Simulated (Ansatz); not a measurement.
## HfMo₂ (Fd-3m): electronic heat capacity and spin susceptibility from the density of states

Theory: Ansatz, DFT r2SCAN, scalar-relativistic, plane waves, PAW.

Settings: cutoff 500 eV, Γ-centred mesh 8×8×8 on the computed 6-atom cell, Gaussian smearing of 0.10 eV; no spin polarisation.

Relaxed cell: Fd-3m, a = 7.545 Å, b = 7.545 Å, c = 7.545 Å, α = 90.00°, β = 90.00°, γ = 90.00°, 6 atoms in the primitive cell. Whether it is the stable form of this composition wasn't checked.

The density of states at the Fermi level is 2.870 states/eV in the cell of 6 atoms (2 formula units; both spins, tetrahedra on a 12×12×12 mesh).

**Question.** What Sommerfeld coefficient and Pauli susceptibility does this give?

**Answer.** Per formula unit N(E_F) = 1.435 states/eV. γ = (π²/3) k_B² N(E_F) N_A = 2.357 mJ/(mol K²) per state/eV, so γ = 3.4 mJ/(mol K²), a mole of formula units. χ_P = μ_B² N(E_F) N_A = 3.23×10⁻⁵ emu/mol per state/eV gives 4.6×10⁻⁵ emu/mol. This is the bare band result: a measured γ of the same phase is as a rule larger by a factor 1 + λ from phonons and spin fluctuations, the spin part of χ is larger by the Stoner factor, and a measured χ also holds orbital and core terms. N(E_F) at one energy is sensitive to the mesh where the density of states has sharp peaks.

Spin-orbit coupling is left out, which matters for the bands of heavy elements.